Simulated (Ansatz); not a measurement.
According to r²SCAN in the plane-wave PAW code Ansatz, MgB3N3 in the monoclinic phase (C2; Pearson symbol mS28) relaxes to a = 7.482 Å, b = 4.320 Å, c = 15.113 Å, β = 90.8°. B on 2b has 3 nearest neighbours from 1.44 Å (trigonal planar); N on 2b has 3 nearest neighbours from 1.44 Å (trigonal planar); N on 2a has 3 nearest neighbours from 1.44 Å (trigonal planar); B on 2a has 3 nearest neighbours from 1.44 Å (trigonal planar). Its formation energy from the elements is -0.97 eV/atom, with no fitted shifts.

The Kohn–Sham gap is 0.43 eV (indirect). The screened hybrid HSE06 puts the gap at 0.79 eV. Electrons at the band edge weigh 0.13, 1.00, 11 mₑ (principal values).

An equation-of-state fit gives a bulk modulus of 71 kbar. Bader charges are B +2.30, N -2.33 to -2.32, Mg +0.07 e.

The start of the workflow was typed in or built on a structure type; neither database checked (COD, Materials Project) lists it. Whether it is the stable phase at ambient conditions was not checked. The cell was relaxed with r²SCAN under the symmetry of its start; its stability against distortions is not shown here. The volume moved by 110 % from the start of the relaxation. The references are the lowest solids computed at this level, not always the standard phases (solids in place of the gases).

Potentials: the earlier of the program's two PAW sets.
